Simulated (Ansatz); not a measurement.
# Property card for VMo$_{2}$S$_{6}$

Method: Ansatz 0.2.0, DFT PBE, scalar-relativistic, plane waves, PAW.

Settings: cutoff 420 eV, Γ-centred mesh 12×12×2 on the computed 9-atom cell, Gaussian smearing of 0.10 eV; no spin polarisation.

The structure is relaxed at this level of theory with its symmetry kept, and needn't be the ground state of this composition.

```
V Mo S
1.0
     3.18964    0.00000    0.00000
    -1.59482    2.76231    0.00000
     0.00000    0.00000   20.50457
V Mo S
1 2 6
Direct
  0.00000 0.00000 0.00000
  0.00000 0.00000 0.66757
  0.00000 0.00000 0.33243
  0.66667 0.33333 0.92860
  0.66667 0.33333 0.25514
  0.66667 0.33333 0.59022
  0.33333 0.66667 0.74486
  0.33333 0.66667 0.07140
  0.33333 0.66667 0.40978
```

Formation energy from the elements' standard states (uncorrected)?

-0.699 eV/atom.

Kohn–Sham band gap?

none (metal).

Density of states at the Fermi level?

9.6 states/eV per cell.

Orbital (Löwdin) character within 0.5 eV of the Fermi level?

S 3p 38 %, Mo 4d 34 %, V 3d 25 %.

Bader charge by site (e)?

V (1 in the cell) 1.45, Mo (2 in the cell) 1.30, S (2 in the cell) -0.74, S (2 in the cell) -0.64, S (2 in the cell) -0.65.

The cell holds layers, chains or molecules and no dispersion correction was added, so their binding is poorly described.

A magnetic start lost its moments in a first run, so spin was left out; other magnetic orders weren't tried.

Another cell of VMo2S6 relaxed alike, in P-31m, lies 14 meV/atom lower, so this cell isn't the stable form at this level.

The cell was found from a structure generator's guess, not taken from experiment. Löwdin shares on free-atom orbitals overweight diffuse shells.
